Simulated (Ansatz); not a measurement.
Data:

Starting cell, PtSe2 (CdI2 type):

```
CELL_PARAMETERS angstrom
      3.77243     0.00000     0.00000
     -1.88622     3.26702     0.00000
      0.00000     0.00000     4.81683
ATOMIC_POSITIONS crystal
  Pt 0.00000 0.00000 0.00000
  Se 0.66667 0.33333 0.26563
  Se 0.33333 0.66667 0.73437
```

Scan: atom 1 (Pt, nearest neighbour Se at 2.526 Å; its periodic images, 3.8 Å or more away, move with it) is displaced along Cartesian [111], direction (0.577, 0.577, 0.577) in Cartesian axes, by s. The other atoms stay.

Method: PBE-D3(BJ) (plane waves to 420 eV, PAW, scalar-relativistic; Ansatz, an electronic-structure program). k mesh 11×11×8 (Γ-centred), Fermi-Dirac smearing 0.05 eV. E stands for the smeared free energy. Left out: 2 of 11 points, with atoms too close for the PAW data. With partly filled bands, energies and forces of such displacements shift with the k mesh and the smearing. PtSe2 is run without spin polarisation. PtSe2 was relaxed with its symmetry unable to fall. Spin-orbit coupling is left out, though Pt is heavy. The PAW data are Ansatz's earlier set. ΔE is measured from the undisplaced structure.

The scan covers s from -0.608 to 0.608 Å in 9 points.

Is this a single well or a double well?

A single well with its minimum at or next to zero displacement.

Is the energy the same for equal positive and negative displacements?

Even: the same for both signs. With its periodic images moving along, the atom's site symmetry in this cell is -3m..

What is the energy change at s = 0.608 Å?

3523 meV/cell.

What force acts on the atom along the line at s = -0.608 Å?

15.2 eV/Å.

What is the force constant k = d²E/ds² of this move at s = 0?

14.6 eV/Å².

(For displaced atoms, the force is minus the slope of the energy, and its curvature is a force constant, which sets phonon frequencies.)
